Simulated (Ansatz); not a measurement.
Relaxed-ion elastic tensor of MoPt in space group P-6m2 (No. 187; Mo on 1e, Pt on 1d) in GPa (Voigt order), plane-wave PAW LDA (Ansatz code); density 16.42 g/cm³, 14.72 Å³ per atom.

|  | 1 | 2 | 3 | 4 | 5 | 6 |
|---|---|---|---|---|---|---|
| 1 | 401 | 314 | 201 | 0.0 | 0.0 | 0.0 |
| 2 | 314 | 401 | 201 | 0.0 | 0.0 | 0.0 |
| 3 | 201 | 201 | 566 | 0.0 | 0.0 | 0.0 |
| 4 | 0.0 | 0.0 | 0.0 | 153 | 0.0 | 0.0 |
| 5 | 0.0 | 0.0 | 0.0 | 0.0 | 153 | 0.0 |
| 6 | 0.0 | 0.0 | 0.0 | 0.0 | 0.0 | 43.3 |

### Question
Is the crystal mechanically stable?

### Answer
Yes: the smallest eigenvalue of C is 43.3 GPa.

### Question
Work out the Voigt, Reuss and Hill averages.

### Answer
K_V = 311, K_R = 311, K_H = 311; G_V = 113, G_R = 76.9, G_H = 95.2 GPa.

### Question
Give Young's modulus, Poisson's ratio, Pugh's ratio and the universal anisotropy index.

### Answer
E = 9KG/(3K + G) = 259 GPa; ν = 0.36; K/G = 3.27 (ductile by the Pugh limit of 1.75); A_U = 5G_V/G_R + K_V/K_R − 6 = 2.38.

### Question
Estimate the sound speeds and the Debye temperature.

### Answer
v_l = √((K + 4G/3)/ρ) = 5160 m/s, v_t = √(G/ρ) = 2410 m/s, mean 2710 m/s; Θ = (h/k)(3n/4πV)^(1/3) v_m = 329 K.

### Question
How much does each axis shrink under pressure?

### Answer
Linear compressibilities β_i = Σ_j S_ij (j = 1 to 3): x 1.1, y 1.1, z 0.97 per TPa.

The first step of the workflow began from a Materials Project structure, measured or hypothetical; the Crystallography Open Database copy checked does not list it. With Mo and Pt taken as one species the cell has the higher symmetry P6_3/mmc, so it may be an ordered model of a mixed-site phase. Its standing as an ambient phase is unchecked. The LDA relaxation kept the symmetry of its start; its stability against distortions is not shown here. No spin polarisation was allowed. As this level gives no gap, shear constants depend on the k-mesh and smearing (Fermi–Dirac, 0.1 eV here). On the denser mesh and wider smearing of the elastic run this cell carries a stress of 0.4 GPa. Spin–orbit coupling is left out wherever it is not named.

Potentials: the later of the program's two PAW sets.
